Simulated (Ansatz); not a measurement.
CO: Field gradients at the nuclei

The cell is a COD entry, its atoms then relaxed with PBE in this cell.

```xyz
8
Lattice="5.6300 0.0000 0.0000 0.0000 5.6300 0.0000 0.0000 0.0000 5.6300" Properties=species:S:1:pos:R:3 pbc="T T T"
C     5.4203    5.4203    5.4203
C     3.0247    0.2097    2.6053
C     2.6053    3.0247    0.2097
C     0.2097    2.6053    3.0247
O     0.4453    0.4453    0.4453
O     2.3697    5.1847    3.2603
O     3.2603    2.3697    5.1847
O     5.1847    3.2603    2.3697
```

Atoms are numbered from 1 in the order listed; like atoms form one site, named after its first atom.

Level of theory: DFT, PBE, plane waves and PAW, scalar-relativistic, 420 eV cutoff, Γ-centred 5×5×5 k-points, Fermi–Dirac smearing 0.05 eV (Ansatz 0.2.0).

C_Q = eQV_zz/h, which is 24.18 MHz for Q = 1 b and V_zz = 10²¹ V/m²; η = (V_xx − V_yy)/V_zz.

¹⁷O: I = 5/2, Q = -25.58 mb. Nuclear quadrupole moments: year-2017 set (Pyykkö).

```tsv
site	atoms (order as listed)	first shell	V_zz (10²¹ V/m²)	η	C_Q (MHz)
C	1, 2, 3, 4	1 O at 1.13 Å	-9.11	0.00	–
O	5, 6, 7, 8	1 C at 1.13 Å	-6.34	0.00	3.92
```

An axis of threefold or higher order runs through C and O, so V_zz lies along it and η is zero.

C has no stable isotope with a ground-state quadrupole moment in the table, so no C_Q is given.
